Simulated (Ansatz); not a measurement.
The start is a generated trial cell of Ir in the AFLOW prototype A_oF8_70_a. The cell and all atomic positions are relaxed at zero pressure with PBEsol (plane waves to 420 eV, PAW, scalar-relativistic; Ansatz, an electronic-structure program). First-step values are on the input's coarse k-mesh.

Ansatz input (later rounds restart from its end on a renewed k-mesh):
Ansatz 0.2 input:
```yaml
crystal:
  lattice:
    - [0, 2.448174, 4.3130169]
    - [1.3406344, 0, 4.3130169]
    - [1.3406344, 2.448174, 0]
  atoms:
    - { symbol: Ir, position: [0.25, 0.25, 0.25] }
    - { symbol: Ir, position: [0, 0, 0] }
basis: { ecutwfc: 420, ecutrho_ratio: 4, xc_grid: 2, fft_grid_basis: typed }
kpoints: { mp_grid: { grid: [14, 14, 14] } }
hamiltonian:
  xc: pbesol
  dispersion: none
  pseudopotentials: { kind: paw }
scf: { occupations: { method: fermi_dirac, width: 0.05 } }
relax: { f_tol: 0.01, max_steps: 100, cell: { stress_tol: 0.02 } }
output: { forces: true, stress: true }
```

```yaml
initial_pressure: "+7.9 GPa (positive: the cell is compressed)"
band_gap_at_the_end: zero (metallic)
optimiser_moves: 6
```

Relaxed structure:

Space group Fddd, origin choice 1 (No. 70); a = 2.737 Å, b = 4.635 Å, c = 9.061 Å, α = β = γ = 90.00°

```tsv
atom	site	symmetry	x	y	z
Ir	8a	222	0.0000	0.0000	0.0000
```
(The calculation used a cell of 2 atoms; values per cell refer to that cell.)

Final values are on a 20×20×20 k-mesh of the relaxed cell. No spin polarisation in the result.

The run could not lose the symmetry of its start: the end is stationary, and may be a saddle point rather than a minimum.

All atoms sit on sites fixed by symmetry, so only the cell could relax.

The relaxed structure here is a generated cell of Ir: the first start was made by placing the elements on the sites of a structure type, and the end was not matched to a known phase here, so it may be hypothetical. Known forms of Ir include space group No. 225.
